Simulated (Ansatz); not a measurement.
SiC (zinc blende)

```xyz
4
Lattice="0.0000 4.3798 4.3798 2.1899 2.1899 4.3798 2.1899 2.1899 0.0000" Properties=species:S:1:pos:R:3 pbc="T T T"
C      3.2848     7.6646     7.6646
C      3.2848     5.4747     5.4747
Si     0.0000     0.0000     0.0000
Si     2.1899     4.3798     6.5696
```

The atoms are displaced by Q × the pattern below (from a DFPT mode at X = (0.5, 0.5, 0.0), largest move 1; Q in Å), at fixed cell. (q is in reciprocal vectors of the primitive cell; the cell shown is doubled to hold the pattern.)

| atom | x | y | z |
|---|---|---|---|
| C1 | 0.000 | 0.000 | -1.000 |
| C2 | 0.000 | 0.000 | 1.000 |

Atoms not listed stay in place.

All values below come from PBE (plane waves to 420 eV, PAW, scalar-relativistic; Ansatz, an electronic-structure program). k mesh 13×13×13 (Γ-centred), Fermi-Dirac smearing 0.05 eV. E stands for the smeared free energy. SiC was relaxed with its symmetry unable to fall. The zero of ΔE is the undisplaced structure.

```
Q (Å)   ΔE (eV/cell)
------  ------------
-0.100        0.2843
-0.067        0.1266
-0.033        0.0317
0.000         0.0000
0.033         0.0317
0.067         0.1266
0.100         0.2843
```

Which DFPT wavenumber at X = (0.5, 0.5, 0.0) belongs to this mode?
(A) 622 cm⁻¹
(B) 360 cm⁻¹
(C) 804 cm⁻¹

C, 804 cm⁻¹. The curvature of the scan gives 804 cm⁻¹

(A displaced cell: forces are minus the slopes of the energy, force constants its curvatures, and phonons follow from these.)
